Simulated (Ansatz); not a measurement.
BaNbNO2:
```cif
data_BaNNbO2
_chemical_formula_sum 'Ba1 Nb1 N1 O2'
_space_group_name_H-M_alt 'P 1'
_space_group_IT_number 1
_cell_length_a 4.08552
_cell_length_b 4.08552
_cell_length_c 4.08814
_cell_angle_alpha 90.000
_cell_angle_beta 90.000
_cell_angle_gamma 90.000
loop_
_space_group_symop_operation_xyz
  'x, y, z'
loop_
_atom_site_label
_atom_site_type_symbol
_atom_site_fract_x
_atom_site_fract_y
_atom_site_fract_z
_atom_site_occupancy
Ba1 Ba 0.00000 0.00000 0.00000 1
Nb1 Nb 0.50000 0.50000 0.50000 1
N1 N 0.50000 0.50000 0.00000 1
O1 O 0.00000 0.50000 0.50000 1
O2 O 0.50000 0.00000 0.50000 1
```

Relaxed with PBEsol. PBEsol in the plane-wave PAW code Ansatz gives no gap.

### Question
What gap does HSE06 give on the same cell (Ansatz, PAW)?

### Answer
1.00 eV. The hybrid was solved on a coarser mesh and at special points; the gap given is the minimum over both. On such a mesh it can open a false gap in a semimetal.

| k | v1 PBEsol | c1 PBEsol | v1 HSE06 | c1 HSE06 |
|---|---|---|---|---|
| Γ | -0.07 | 0.09 | 0.00 | 1.00 |
| Z | -2.43 | 0.14 | ___ | ___ |
| M | -0.45 | 2.71 | ___ | ___ |
| A | -0.38 | 3.65 | -0.37 | 5.04 |
| R | -0.56 | 2.52 | ___ | ___ |
| X | -0.11 | 0.33 | ___ | ___ |

### Question
Top valence (v1) and lowest conduction level (c1) in eV from each method's valence maximum (which need not be a listed point): supply the withheld HSE06 values.

### Answer

- M, v1 HSE06: -0.31
- M, c1 HSE06: 3.75
- R, v1 HSE06: -0.58
- R, c1 HSE06: 3.76
- X, v1 HSE06: -0.23
- X, c1 HSE06: 1.23
- Z, v1 HSE06: -2.49
- Z, c1 HSE06: 1.22

Cost on shared cores: the PBEsol run (SCF on a 10×10×10 mesh, then bands and DOS) roughly 50 core-seconds, the HSE06 run (SCF on 4×4×4, then a few points) about 110 core-seconds (a rough figure); the tasks are unlike.

Space group P4/mmm. The workflow started from a Materials Project entry (that database holds measured and hypothetical structures alike); the Crystallography Open Database copy checked does not list it. With N and O taken as one species the cell has the higher symmetry Pm-3m, so it may be an ordered model of a mixed-site phase. Its standing as an ambient phase is unchecked. The cell was relaxed with PBEsol under the symmetry of its start. At this level the phase is dynamically unstable (imaginary phonons). No spin polarisation was allowed. Spin–orbit coupling is left out wherever it is not named.

Potentials: the later of the program's two PAW sets.
